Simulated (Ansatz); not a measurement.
The cell of Mo3P4 is invented: random cell by space group and Wyckoff sites (R-3m, No. 166). Lengths were set from tabulated atomic sizes, so they are only a guess.

```yaml
crystal:
  lattice:
    - [2.64054, 1.52451, 5.40757]
    - [-2.64054, 1.52451, 5.40757]
    - [0.00000, -3.04903, 5.40757]
  atoms:
    - { symbol: Mo, position: [0.00000, 0.00000, 0.50000] }
    - { symbol: Mo, position: [0.50000, 0.00000, 0.00000] }
    - { symbol: Mo, position: [0.00000, 0.50000, 0.00000] }
    - { symbol: P, position: [0.00000, 0.00000, 0.00000] }
    - { symbol: P, position: [0.50000, 0.50000, 0.00000] }
    - { symbol: P, position: [0.00000, 0.50000, 0.50000] }
    - { symbol: P, position: [0.50000, 0.00000, 0.50000] }
```

Method: DFT PBE, scalar-relativistic, plane waves, PAW (Ansatz 0.2.0). Cutoff 420 eV, Gaussian smearing, Γ-centred meshes. Cell and atoms relax first on a coarse mesh and then on a finer one. In between, the cell is made exact in the group found at 0.06 Å. In metals the finer mesh still leaves noise of several meV/atom or more. The steps can't lower the symmetry of their start. No spin polarisation in the relaxation; trial moments died out in a coarse test.

A guess keeps its type if space group and coordination stay and the shape of the cell changes little (axis ratios within about 15 %, angles within 6°); the volume may change.

Question: Does this structure survive the relaxation?

Answer: It doesn't keep its type. The symmetry goes from R-3m (No. 166) to Pm-3m (No. 221). The volume per atom shrinks by 10.7 %, from 18.7 to 16.7 Å³. The shortest distance goes from 2.64 Å (Mo–Mo and P–P) to 2.44 Å (Mo–P). Counting neighbours within 15 % of an atom's shortest distance, the start has Mo 4, P 6 and the end Mo 6, P 4/6. In detail, at the end Mo has 6 P at 2.44 Å; P on a site of symmetry m-3m has 6 Mo at 2.44 Å; around P on a site of symmetry 4/mmm lie 4 Mo at 2.44 Å.

```cif
data_structure
_symmetry_space_group_name_H-M 'P 1'
_symmetry_Int_Tables_number 1
_cell_length_a 4.8861
_cell_length_b 4.8861
_cell_length_c 4.8861
_cell_angle_alpha 90.000
_cell_angle_beta 90.000
_cell_angle_gamma 90.000
_cell_volume 116.65
loop_
_atom_site_label
_atom_site_type_symbol
_atom_site_fract_x
_atom_site_fract_y
_atom_site_fract_z
_atom_site_occupancy
Mo1 Mo 0.00000 0.50000 0.00000 1
Mo2 Mo 0.00000 0.00000 0.50000 1
Mo3 Mo 0.50000 0.00000 0.00000 1
P1 P 0.00000 0.00000 0.00000 1
P2 P 0.50000 0.00000 0.50000 1
P3 P 0.50000 0.50000 0.00000 1
P4 P 0.00000 0.50000 0.50000 1
```

The last run used a 12×12×12 mesh for its 7-atom cell and Gaussian smearing of 0.10 eV. A structure relaxed within its symmetry needn't be a true minimum.

In counts of neighbours, a slash parts the counts of unlike sites.
